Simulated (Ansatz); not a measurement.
Relaxed HfO2 (fluorite):

```
CELL_PARAMETERS angstrom
      0.00000     5.09760     5.09760
      2.54880     0.00000     2.54880
      2.54880     2.54880     0.00000
ATOMIC_POSITIONS crystal
  Hf 0.00000 0.00000 0.00000
  Hf 0.50000 0.00000 0.00000
  O  0.12500 0.25000 0.25000
  O  0.62500 0.25000 0.25000
  O  0.37500 0.75000 0.75000
  O  0.87500 0.75000 0.75000
```

Computed with PBE (plane waves to 420 eV, PAW, scalar-relativistic; Ansatz, a program for electronic structure). k mesh 9×9×9 (Γ-centred), Fermi-Dirac smearing 0.05 eV. HfO2 is run without spin polarisation. HfO2 was relaxed with its symmetry unable to fall. Spin-orbit coupling is left out, though Hf is heavy. This is a high-temperature form of HfO2.

One atom of the cell was then moved (with its periodic images), all else fixed, and the forces (eV/Å) came out as:

```json
[
 {"atom": "Hf1", "Fx": "-0.094", "Fy": "-0.128", "Fz": "-0.128"},
 {"atom": "Hf2", "Fx": "0.423", "Fy": "0.338", "Fz": "0.338"},
 {"atom": "O3", "Fx": "-0.120", "Fy": "-0.809", "Fz": "-0.809"},
 {"atom": "O4", "Fx": "-1.801", "Fy": "-1.066", "Fz": "-1.066"},
 {"atom": "O5", "Fx": "1.583", "Fy": "2.036", "Fz": "2.036"},
 {"atom": "O6", "Fx": "0.009", "Fy": "-0.372", "Fz": "-0.372"}
]
```

Which atom was moved, and by which vector (Å)?

O5, by (-0.30, -0.30, -0.30), 0.53 Å in all.

(For displaced atoms, the force is minus the slope of the energy, and its curvature is a force constant, which sets phonon frequencies.)
